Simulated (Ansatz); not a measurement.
Ca6Sb2PN:
```cif
data_Ca6NPSb2
_chemical_formula_sum 'Ca6 Sb2 P1 N1'
_space_group_name_H-M_alt 'P 1'
_space_group_IT_number 1
_cell_length_a 7.20609
_cell_length_b 7.20609
_cell_length_c 7.20609
_cell_angle_alpha 60.000
_cell_angle_beta 60.000
_cell_angle_gamma 60.000
loop_
_space_group_symop_operation_xyz
  'x, y, z'
loop_
_atom_site_label
_atom_site_type_symbol
_atom_site_fract_x
_atom_site_fract_y
_atom_site_fract_z
_atom_site_occupancy
Ca1 Ca 0.26439 0.73561 0.73561 1
Ca2 Ca 0.73561 0.26439 0.26439 1
Ca3 Ca 0.73561 0.26439 0.73561 1
Ca4 Ca 0.26439 0.73561 0.26439 1
Ca5 Ca 0.73561 0.73561 0.26439 1
Ca6 Ca 0.26439 0.26439 0.73561 1
Sb1 Sb 0.25000 0.25000 0.25000 1
Sb2 Sb 0.75000 0.75000 0.75000 1
P1 P 0.00000 0.00000 0.00000 1
N1 N 0.50000 0.50000 0.50000 1
```

Relaxed with r²SCAN.

Question: Tabulate the valence density and the electron localisation function along the shortest Ca–P contact (2.69 Å), r²SCAN (plane waves, PAW; program Ansatz).

Answer: 

```
distance from Ca (Å)  density (e/Å³)   ELF
--------------------  --------------  ----
0.27                            6.06  0.81
0.40                            4.91  0.85
0.54                            3.43  0.86
0.67                            2.06  0.83
0.81                            1.09  0.70
0.94                            0.55  0.38
1.08                            0.32  0.14
1.21                            0.26  0.14
1.35                            0.27  0.35
1.48                            0.34  0.65
1.62                            0.43  0.79
1.75                            0.56  0.83
1.89                            0.68  0.82
2.02                            0.73  0.74
2.16                            0.63  0.46
2.29                            0.41  0.10
2.42                            0.19  0.00
```

The density is the valence pseudo-density with augmentation charge, so density and ELF within about 1 Å of a nucleus are not all-electron values.

Space group Fm-3m. The start of the workflow was typed in or built on a structure type; neither database checked (COD, Materials Project) lists it. Its standing as an ambient phase is unchecked. The cell was relaxed with r²SCAN under the symmetry of its start; its stability against distortions is not shown here. Scalar-relativistic: spin–orbit coupling is off unless named, which matters more the heavier the elements.

Potentials: the later of the program's two PAW sets.
